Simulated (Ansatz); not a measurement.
CaF2 (fluorite), conventional cell a = 5.5110 Å, b = 5.5110 Å, c = 5.5110 Å, α = 90.00°, β = 90.00°, γ = 90.00°. The calculation uses the primitive cell of 3 atoms, to which meshes and values per cell refer.

This relaxed cell (volume V₀) is scaled evenly in all directions, its shape held. Symmetry pins the atoms to their sites.

The numbers are results of PBE (plane waves to 420 eV, PAW, scalar-relativistic; Ansatz, a program for electronic structure), not measurements. k mesh 10×10×10 (Γ-centred), Fermi-Dirac smearing 0.05 eV. The energy includes the smearing's −TS. CaF2 was relaxed with its symmetry unable to fall. The zero of ΔE is the relaxed starting cell.

```
V (Å³/atom)  ΔE (meV/atom)
-----------  -------------
11.716               118.6
12.162                70.9
12.609                37.4
13.055                15.6
13.501                 3.7
13.948                 0.0
14.394                 3.2
14.840                12.3
15.287                26.3
15.733                44.3
16.179                65.9
```

### Question
What is the fitted pressure derivative B₀′?

### Answer
4.4.

### Question
What bulk modulus B₀ follows from a third-order Birch-Murnaghan fit?

### Answer
77.5 GPa. Check by three points about V = 13.948 Å³/atom, step 0.446: d²E/dV² ≈ (3.7 − 2·0.0 + 3.2) meV / 0.446² = 0.0346 eV/Å⁶, and V·d²E/dV² × 160.2 = 77.4 GPa.

(A scan under strain: stresses follow from slopes of the energy per volume, elastic moduli from its curvatures.)
